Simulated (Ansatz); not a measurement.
Generalised stacking fault of SnTe (rock salt) on the {100} plane. The cell below holds the perfect crystal with the plane normal along z; tilting its third vector by the shift puts one fault into each cell, between planes 3.20 Å apart, at fixed cell height.

```
SnTe
1.0
    4.53197     0.00000     0.00000
    0.00000     4.53197     0.00000
    2.26598     2.26598     9.61375
Te Sn
3 3
Cartesian
  1.88832   1.88832   8.01146
  1.88832   1.88832   1.60229
  4.15430   4.15430   4.80688
  4.15430   4.15430   8.01146
  4.15430   4.15430   1.60229
  1.88832   1.88832   4.80688
```

In-plane vectors a = (4.532, 0.000) Å, b = (0.000, 4.532) Å, area 20.54 Å². The shift is x·a + y·b, and the map repeats with period 1 in x and y. The shift is rigid: no atom relaxes. γ = [E(shift) − E(0)] / area.

All values below come from PBE (plane waves to 420 eV, PAW, scalar-relativistic; Ansatz, a program for electronic structure). k mesh 9×9×9 (Γ-centred), Fermi-Dirac smearing 0.05 eV. E is the zero-smearing estimate. As the smearing reaches across the gap at some points, the k mesh leaves noise in γ, roughly 0.02 J/m² as judged from a few cases. Faults lie only 9.6 Å apart, and holding the cell height and the atoms raises γ above its relaxed value. SnTe was relaxed with its symmetry unable to fall. Spin-orbit coupling is left out, though Te is heavy. The last digit holds for this mesh only.

Changes of γ (J/m²) from the point x = 0.000, y = 0.000 when one coordinate moves alone (two changes are said to add if the coupling is within 5 % of the smaller one, nearly so within 20 %):

```tsv
point	change
x = 0.167, y = 0.000	0.097
x = 0.333, y = 0.000	0.266
x = 0.500, y = 0.000	0.329
x = 0.667, y = 0.000	0.266
x = 0.833, y = 0.000	0.097
x = 0.000, y = 0.167	0.097
x = 0.000, y = 0.333	0.266
x = 0.000, y = 0.500	0.329
x = 0.000, y = 0.667	0.266
x = 0.000, y = 0.833	0.097
```

Task: Do the two effects add at x = 0.667, y = 0.500? Give the computed change.

Result: The sum of the single changes is 0.266 + (0.329) = 0.595; the calculation gives 0.446, so the coupling contributes -0.149 (over 20 % of the smaller single change, not additive).

(The slope of γ gives the shear force per area between the displaced halves; near zero shift its curvature is an elastic stiffness.)
